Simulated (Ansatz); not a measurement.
Mo₂As₂C₃ in Ansatz, settings compared

The input file (Ansatz 0.2.0, plane waves):

```yaml
crystal:
  lattice:
    - [0.0, 3.196816, 0.0]
    - [5.650962, -1.598408, 0.0]
    - [2.150946, 0.0, -5.040382]
  atoms:
    - { symbol: As, position: [0.39147, 0.78294, 0.81937] }
    - { symbol: As, position: [0.60853, 0.21706, 0.18063] }
    - { symbol: Mo, position: [0.15766, 0.31532, 0.6741] }
    - { symbol: Mo, position: [0.84234, 0.68468, 0.3259] }
    - { symbol: C, position: [0.2512, 0.5024, 0.268] }
    - { symbol: C, position: [0.7488, 0.4976, 0.732] }
    - { symbol: C, position: [0.0, 0.0, 0.0] }
  symmetry: { tolerance: 0.0003 }
kpoints:
  mp_grid: { grid: [6, 6, 4], shift: [0, 0, 0] }
magnetization:
  spin_polarized: false
scf:
  occupations: { method: cold, width: 0.0506 }
hamiltonian:
  pseudopotentials: { kind: paw }
  xc: pbesol
basis:
  ecutwfc: 420
output:
  forces: true
  stress: true
  eigenvalues: true
  write_density: true
  write_potential: true
  elf: true
  volumetric_format: npy
```

Launch command:

```bash
ansatz run input.yaml --threads 1 --pin off --max-ram 2560MiB --backend cpu --events-out ev --progress --plain --runs-dir out
```

Origin of the cell: a known structure type with other elements, at an estimated volume, so it need not be a known compound.

Output of this run (shortened):

```
Pseudopotentials: kind: paw
Pseudopotential: As, paw, valence charge 15, recommended cutoff 420 eV (normal), As.paw.azcp
Pseudopotential: Mo, paw, valence charge 14, recommended cutoff 420 eV (normal), Mo.paw.azcp
Pseudopotential: C, paw, valence charge 4, recommended cutoff 420 eV (normal), C.paw.azcp
Functional definition: PBEsol
  exchange = pbesol_x
  correlation = pbesol_c
Crystal: 7 atoms, lattice volume = 91.055 Å³
Basis set: ecut = 420 eV, 1795 PW (Γ), exchange–correlation on 48×80×80 points (8 copies of the dense FFT grid, shifted against one another)
Bands: 42, of which v1, the nominal top of the filled ones, is band 35 counted from 1 (34 counted from 0)
Symmetry: 4 space group operations
Space group: C2/m (ITA 12), of the structure as read, at distance tolerance 1.3e-3 Å
k-points: 47 of 144
[… 8 lines left out …]
Initial density: superposition of atomic densities (neutral atoms: chi_scale 0, normalization atom), corrected by the library's trained network
Functional: x = pbesol(κ = 0.804, μ = 0.123457), c = pbesol(β = 0.046)
SCF iter   1: F=—  HF=-20153.802475 eV  Δρ=7.61e-3  dr2=4.83e-2
SCF iter   2: F=—  HF=-20153.796006 eV  S|Δr|=    0.00e0  Δρ=4.16e-3  dr2=1.49e-2  defer=2
SCF iter   3: F=—  HF=-20153.793290 eV  S|Δr|=    0.00e0  Δρ=6.63e-4  dr2=4.36e-4  defer=2
SCF iter   4: F=—  HF=-20153.793148 eV  S|Δr|=    0.00e0  Δρ=2.89e-4  dr2=8.27e-5  defer=2
SCF iter   5: F=—  HF=-20153.793135 eV  S|Δr|=    0.00e0  Δρ=8.41e-5  dr2=7.88e-6  defer=4
SCF iter   6: F=—  HF=-20153.793135 eV  S|Δr|=    0.00e0  Δρ=2.28e-5  dr2=5.96e-7  defer=4
SCF iter   7: F=-20153.793135 eV  HF=-20153.793135 eV  S|Δr|=    0.00e0  Δρ=5.18e-6  dr2=3.70e-8
SCF 1 converged in 7 iterations: F = -20153.793135 eV  dr2 = 3.70e-8
SCF converged after 7 iterations
Stability not checked: this state was not tested for a lower state beside it, because cold or Methfessel-Paxton smearing, or corrected tetrahedra, fill the levels in a way that the test cannot read (fill_not_monotonic; […]
Free energy (F): -20153.793135 eV
Harris-Foulkes:  -20153.793135 eV  (|F-HF|=1.27e-8)
Internal energy: -20153.792515 eV  (E = F + TS)
E sigma→0 (E₀):  -20153.792928 eV
Entropy (-TS):   -0.000620 eV (-0.089 meV/atom)
Fermi energy:    14.953665 eV
--- Per-component energies (eV) ---
  E_band       = -559.283242
  E_kinetic    = 1356.240626
  E_local      = -5232.770413  (includes V_loc(G=0)·N_el)
  E_nonlocal   = -963.460746
  E_hartree    = 2459.702003
  E_xc         = -666.843514
  E_vxc        = -795.237432  (∫ρ·V_xc dr)
  E_paw        = -10156.321248  (= ΣΔE_a)
  E_vpaw       = 156.539938  (= ΣTr[D̂ρ^β])
  E_aug_tail   = 0.000143  (compensation charges beyond the density's cutoff)
  E_ewald      = -6952.754122
  E_core_change = 2.414758  (= ΣΔE_core)
  E_smearing   = -0.000620  (= −TS)
  Σ components = -20153.793135   (vs F -20153.793135, Δ=0.00e0)
--- Forces (eV/Å), atoms counted from 1 ---
  atom   1  As     0.335508    -0.000000    -0.142446
  atom   2  As    -0.335508     0.000000     0.142446
  atom   3  Mo    -0.102086     0.000000    -0.901855
  atom   4  Mo     0.102086    -0.000000     0.901855
  atom   5  C     -1.395308     0.000000     0.875124
  atom   6  C      1.395308     0.000000    -0.875124
  atom   7  C      0.000000     0.000000     0.000000
  max |Σ_I F_I| component: 1.11e-16 eV/Å
--- Stress (GPa, compression-positive) ---
        4.573352      -0.000000       7.671110
       -0.000000       5.500232      -0.000000
        7.671110      -0.000000      14.926236
  P = ⅓ Tr σ = 8.3333 GPa (83.333 kbar)
```

The same input was run again with these changes:

1. `scf.eigensolver.kind` default → davidson; `basis.precision` default → f64
2. `kpoints.mp_grid.grid` [6, 6, 4] → [8, 8, 5]
3. `hamiltonian.hubbard` default → { sites: [{ species: Mo, l: d, u_eff: 2.0 }], double_counting: amf }
4. `basis.ecutwfc` 420 → "33.1 Ry"

| run | end | SCF iterations | P (GPa) | max force component (eV/Å) | gap on mesh (eV) | moment (μB) | ΔE(σ→0) (meV/atom) |
| --- | --- | --- | --- | --- | --- | --- | --- |
| base | converged | 7 | 8.33 | 1.395 | none | – | 0 |
| 1 | converged | 8 | 8.33 | 1.395 | none | – | 0.00 |
| 2 | converged | 7 | 8.29 | 1.331 | none | – | -2.37 |
| 3 | converged | 10 | 8.39 | 1.389 | none | – | – |
| 4 | converged | 7 | 8.33 | 1.395 | none | – | -1.06 |

Energies are compared only where functional, datasets, charge and starting cell are the same.

Caveats of the base run: no moments, though an odd count or open d shells may carry them; the k mesh is coarse if the cell is a metal.

Time of the base run: 8.6 s on 1 thread of AMD EPYC 7R13 Processor (Zen 3), with other jobs on the host, peak memory 0.48 GiB, from the program's own first density.
